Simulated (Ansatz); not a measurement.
# Calculated with Ansatz: HBr4, settings compared

Run with:

```bash
ansatz run input.yaml --threads 1 --pin off --max-ram 2560MiB --backend cpu --events-out ev --progress --plain --runs-dir out
```

The input file (Ansatz 0.2.0, plane waves):

```yaml
crystal:
  lattice:
    - [4.054486, 4.257492, 0.0]
    - [4.054486, -4.257492, 0.0]
    - [0.0, 0.0, -3.640805]
  atoms:
    - { symbol: Br, position: [0.1894, 0.8106, 0.5] }
    - { symbol: Br, position: [0.8106, 0.1894, 0.5] }
    - { symbol: H, position: [0.0, 0.0, 0.0] }
    - { symbol: Br, position: [0.2852, 0.2852, 0.0] }
    - { symbol: Br, position: [0.7148, 0.7148, 0.0] }
  symmetry: { tolerance: 0.0003 }
kpoints:
  mp_grid: { grid: [3, 3, 5], shift: [0, 0, 0] }
magnetization:
  spin_polarized: false
scf:
  occupations: { method: fermi_dirac }
hamiltonian:
  pseudopotentials: { kind: paw }
  xc: r2scan
basis:
  ecutwfc: 500
output:
  forces: true
  stress: true
  eigenvalues: true
  write_density: true
  write_potential: true
  elf: true
  volumetric_format: npy
relax:
  max_steps: 40
  cell: {}
```

Origin of the cell: a known structure type with other elements, at an estimated volume, so it need not be a known compound.

The smearing width isn't typed, so it takes its default of 0.1 eV.

Output of this run (shortened):

```
Pseudopotentials: kind: paw
Pseudopotential: Br, paw, valence charge 7, recommended cutoff 500 eV (meta_gga), Br.paw.azcp
Pseudopotential: H, paw, valence charge 1, recommended cutoff 500 eV (meta_gga), H.paw.azcp
Functional definition: r2SCAN
  exchange = r2scan_x(k0 = k0, k1 = k1, a1 = a1)
  correlation = r2scan_c
Crystal: 5 atoms, lattice volume = 125.695 Å³
Basis set: ecut = 500 eV, 3213 PW (Γ), exchange–correlation on 180×180×108 points (64 copies of the dense FFT grid, shifted against one another)
Bands: 20, of which v1, the nominal top of the filled ones, is band 15 counted from 1 (14 counted from 0)
Symmetry: 8 space group operations
Space group: Cmmm (ITA 65), of the structure as read, at distance tolerance 1.5e-3 Å
[… 6 lines left out …]
Initial density: superposition of atomic densities (neutral atoms: chi_scale 0, normalization atom), corrected by the library's trained network
Functional: x = r2scan, c = r2scan; τ floored in thin density (d = 2e-4 eV/Å³)
SCF iter   1: F=—  HF=-11183.571596 eV  Δρ=4.22e-3  dr2=3.72e-2  dr2_τ=2.87e-3
SCF iter   2: F=—  HF=-11183.578732 eV  Δρ=2.02e-3  dr2=9.79e-3  dr2_τ=1.40e-4
SCF iter   3: F=—  HF=-11183.578480 eV  Δρ=7.85e-4  dr2=1.52e-3  dr2_τ=1.45e-4
SCF iter   4: F=—  HF=-11183.578436 eV  Δρ=3.35e-4  dr2=1.66e-4  dr2_τ=4.92e-6
SCF iter   5: F=—  HF=-11183.578525 eV  Δρ=1.05e-4  dr2=1.68e-5  dr2_τ=1.32e-6
SCF iter   6: F=—  HF=-11183.578534 eV  Δρ=4.91e-5  dr2=4.11e-6  dr2_τ=1.69e-7
SCF iter   7: F=—  HF=-11183.578536 eV  Δρ=1.19e-5  dr2=3.78e-7  dr2_τ=8.61e-9
SCF iter   8: F=-11183.578536 eV  HF=-11183.578536 eV  Δρ=2.37e-6  dr2=1.54e-8  dr2_τ=3.87e-10
relax step   1: F+E_penalty+E_count = -11183.578536 eV  Δ(F+E_penalty+E_count) = +0.000e0 eV  max|allowed force component| = 2.486e-1 eV/Å  Δτ_max = 0.0000 Å  P = -2.235 GPa  Ω = 125.695 Å³ […]
relax step   2: F+E_penalty+E_count = -11183.821076 eV  Δ(F+E_penalty+E_count) = -2.425e-1 eV  max|allowed force component| = 6.177e-1 eV/Å  Δτ_max = 0.1950 Å  P = -0.378 GPa  Ω = 111.259 Å³ […]
relax step   3: F+E_penalty+E_count = -11184.507918 eV  Δ(F+E_penalty+E_count) = -6.868e-1 eV  max|allowed force component| = 1.338e0 eV/Å  Δτ_max = 0.1962 Å  P = +1.709 GPa  Ω = 106.405 Å³ […]
relax step   4: F+E_penalty+E_count = -11185.296224 eV  Δ(F+E_penalty+E_count) = -7.883e-1 eV  max|allowed force component| = 3.860e-1 eV/Å  Δτ_max = 0.1950 Å  P = +3.136 GPa  Ω = 106.307 Å³ […]
relax step   5: F+E_penalty+E_count = -11185.444754 eV  Δ(F+E_penalty+E_count) = -1.485e-1 eV  max|allowed force component| = 8.737e-1 eV/Å  Δτ_max = 0.1082 Å  P = +1.472 GPa  Ω = 117.091 Å³ […]
relax step   6: F+E_penalty+E_count = -11185.541523 eV  Δ(F+E_penalty+E_count) = -9.677e-2 eV  max|allowed force component| = 1.149e-1 eV/Å  Δτ_max = 0.1191 Å  P = +0.166 GPa  Ω = 118.475 Å³ […]
relax step   7: F+E_penalty+E_count = -11185.586326 eV  Δ(F+E_penalty+E_count) = -4.480e-2 eV  max|allowed force component| = 4.303e-2 eV/Å  Δτ_max = 0.1079 Å  P = +0.698 GPa  Ω = 116.881 Å³ […]
relax step   8: F+E_penalty+E_count = -11185.592683 eV  Δ(F+E_penalty+E_count) = -6.356e-3 eV  max|allowed force component| = 2.357e-2 eV/Å  Δτ_max = 0.0238 Å  P = -0.161 GPa  Ω = 120.927 Å³ […]
relax step   9: F+E_penalty+E_count = -11185.593514 eV  Δ(F+E_penalty+E_count) = -8.312e-4 eV  max|allowed force component| = 3.456e-3 eV/Å  Δτ_max = 0.0057 Å  P = +0.006 GPa  Ω = 120.004 Å³ […]
relax step  10: F+E_penalty+E_count = -11185.594212 eV  Δ(F+E_penalty+E_count) = -6.981e-4 eV  max|allowed force component| = 3.494e-3 eV/Å  Δτ_max = 0.0000 Å  P = +0.007 GPa  Ω = 120.004 Å³  stress off target by 3.96e-2 GPa […]
SCF 10 converged in 7 iterations: F = -11185.594212 eV  dr2 = 2.19e-12
basis re-selected at this cell: Δ(F+E_penalty+E_count) = -6.981e-4 eV, ΔP = +0.001 GPa vs the last step (what re-selecting the basis moved, of the pressure what is left beyond the Pulay corre […]
SCF converged after 7 iterations
Free energy (F): -11185.594212 eV
Harris-Foulkes:  -11185.594212 eV  (|F-HF|=0.00e0)
Internal energy: -11185.399563 eV  (E = F + TS)
E sigma→0 (E₀):  -11185.496887 eV
Entropy (-TS):   -0.194649 eV (-38.930 meV/atom)
Fermi energy:    2.315623 eV
--- Per-component energies (eV) ---
  E_band       = -87.856980
  E_kinetic    = 540.604039
  E_local      = -771.875477  (includes V_loc(G=0)·N_el)
  E_nonlocal   = 280.341691
  E_hartree    = 172.016076
  E_xc         = -1003.425701
  E_vxc        = -459.545732  (∫ρ·V_xc dr)
  E_paw        = -9082.458213  (= ΣΔE_a)
  E_vpaw       = -44.686391  (= ΣTr[D̂ρ^β])
  E_aug_tail   = -0.000338  (compensation charges beyond the density's cutoff)
  E_vtau       = 23.273077  (kinetic-family band-sum trace: ∫τ·v_τ [+ j·A + Jᵃ·Aᵃ] dr)
  E_ewald      = -1319.968865
  E_core_change = -0.632775  (= ΣΔE_core)
  E_smearing   = -0.194649  (= −TS)
  Σ components = -11185.594212   (vs F -11185.594212, Δ=0.00e0)
--- Forces (eV/Å), atoms counted from 1 ---
  atom   1  Br     0.000000    -0.003494     0.000000
  atom   2  Br     0.000000     0.003494     0.000000
  atom   3  H      0.000000     0.000000     0.000000
  atom   4  Br    -0.003302     0.000000     0.000000
  atom   5  Br     0.003302     0.000000     0.000000
  max |Σ_I F_I| component: 0.00e0 eV/Å
--- Stress (GPa, compression-positive) ---
       -0.017563       0.000000       0.000000
        0.000000      -0.001174       0.000000
        0.000000       0.000000       0.039556
  P = ⅓ Tr σ = 0.0069 GPa (0.069 kbar)
--- Relaxed structure (9 steps of the walk, 9 accepted, 1 SCFs on fresh bases) ---
  F+E_penalty+E_count = -11185.594212 eV   max|allowed force component| = 3.494e-3 eV/Å   (the final SCF, on the basis selected at the relaxed cell)
  cell:  # Å, volume = 120.0042 Å³
    - [3.311710, 4.462711, 0.0]
    - [3.311710, -4.462711, 0.0]
    - [0.0, 0.0, -4.059901]
  atoms:
    - { symbol: Br, position: [0.246560, 0.753440, 0.500000] }
    - { symbol: Br, position: [0.753440, 0.246560, 0.500000] }
    - { symbol: H, position: [-1.252e-19, 8.526e-19, 0.0] }
    - { symbol: Br, position: [0.251802, 0.251802, 0.0] }
    - { symbol: Br, position: [0.748198, 0.748198, 0.0] }
```

The same input was run again with these changes:

1. `scf.convergence.dr2_threshold` default → 0.0001; `scf.occupations.method` fermi_dirac → gaussian; `scf.occupations.width` default → 0.3; `scf.eigensolver.kind` default → davidson
2. `scf.mixing.algorithm` default → msr1; `scf.mixing.beta` default → 0.2; `scf.mixing.ndim` default → 4
3. `scf.n_extra_bands` default → 16
4. `kpoints.mp_grid.grid` [3, 3, 5] → [2, 2, 4]; `scf.mixing.algorithm` default → anderson; `scf.mixing.beta` default → 0.7

```
 run        end  SCF iterations  volume (Å³/atom)  max force component (eV/Å)  gap on mesh (eV)  moment (μB)  ΔE(σ→0) (meV/atom)
base  converged              67             24.00                       0.003                 –            –                   0
   1  converged              42             24.15                       0.006                 –            –                0.21
   2  converged              74             24.00                       0.004                 –            –                0.00
   3  converged              66             24.00                       0.003                 –            –                0.00
   4  converged             238             26.17                       0.001                 –            –             -298.92
```

Energies are compared only where functional, datasets, charge and starting cell are the same.

Run 4 relaxed to another structure than the base run, so its differences aren't those of the setting alone.

Not properties of the system: run 4 (too coarse or loose: `kpoints.mp_grid.grid` = [2, 2, 4]).

Caveats of the base run: no moments, though an odd count or open d shells may carry them; the k mesh is coarse if the cell is a metal; the relaxation held the start's symmetry, so the end may be a saddle point.

Run 1: the SCF threshold is loose for forces; wide smearing.

The base run took 31 s on 1 thread of AMD EPYC 9R45 96-Core Processor (Zen 5) (shared host), peak memory 0.64 GiB, from the program's own first density.
